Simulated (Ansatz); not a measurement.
Stability checks on a candidate for SnPb₃Se₄

The cell was found from a structure generator's guess, not taken from experiment.

Method: DFT PBE, scalar-relativistic, plane waves, PAW in Ansatz. Settings of the last relaxation (8-atom cell): 420 eV, 6×6×8 k points, Gaussian smearing of 0.10 eV, no spin polarisation.

```
Sn Pb Se
1.0
     4.37100   -6.18153    0.00000
     4.37100    6.18153    0.00000
     0.00000    0.00000    4.37119
Sn Pb Se
1 3 4
Direct
  0.00000 0.00000 0.00000
  0.00000 0.50000 0.50000
  0.50000 0.00000 0.50000
  0.50000 0.50000 0.00000
  0.75271 0.24729 0.00000
  0.75531 0.75531 0.50000
  0.24469 0.24469 0.50000
  0.24729 0.75271 0.00000
```

The zero of energy is the elements' standard structures at the same level; no fitted shifts are applied. The references include grey tin.

Question: These tests were run: energy against the elements; phonons on a 1×1×2 q mesh. What do they show?

Answer:

```tsv
test	result
energy against the elements	−0.53 eV/atom
phonons on a 1×1×2 q mesh	imaginary modes down to 24i cm⁻¹
```

It fails none of these tests outright. Whether a mixture of other phases lies lower isn't tested here. Undecided: phonons on a 1×1×2 q mesh (too near zero for this accuracy).

These runs have no spin–orbit coupling, which can matter for Pb. The reference form of Se is held partly by dispersion forces, which this level lacks. The run for the phonons used a 6×6×8 k mesh and Fermi–Dirac smearing of 0.15 eV.
